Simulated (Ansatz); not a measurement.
KCl (rock salt) is sheared across one {100} plane: the third cell vector gains the shift, so faults repeat every 9.6 Å. The cut lies between planes 3.19 Å apart; the cell height is held.

```
KCl
1.0
    4.51217     0.00000     0.00000
    0.00000     4.51217     0.00000
    2.25608     2.25608     9.57175
Cl K
3 3
Direct
  0.00000   0.00000   0.83333
  0.33333   0.33333   0.16667
  0.66667   0.66667   0.50000
  0.83333   0.83333   0.16667
  0.16667   0.16667   0.50000
  0.50000   0.50000   0.83333
```

In-plane vectors a = (4.512, 0.000) Å, b = (0.000, 4.512) Å, area 20.36 Å². The shift is s times the vector a (length 4.512 Å), so s = 1 restores the start. Atoms relax along the normal only. γ = [E(shift) − E(0)] / area.

Level of theory: PBE (plane waves to 420 eV, PAW, scalar-relativistic; Ansatz, a first-principles code). k mesh 6×6×6 (Γ-centred), Fermi-Dirac smearing 0.05 eV. E is the zero-smearing estimate. Faults lie only 9.6 Å apart, and holding the cell height raises γ above its relaxed value. KCl was relaxed with its symmetry unable to fall. The zero of γ is zero shift.

The scan covers s from 0.000 to 0.917 in 12 points.

Problem. At which s is γ highest?

Solution. s = 0.500.

Problem. Does γ have a local minimum between the ends of the line, and at which s?

Solution. No computed point is one.

Problem. What is the highest γ among twelve even steps of s?

Solution. 242 mJ/m².

(The slope of γ gives the shear force per area between the displaced halves; near zero shift its curvature is an elastic stiffness.)
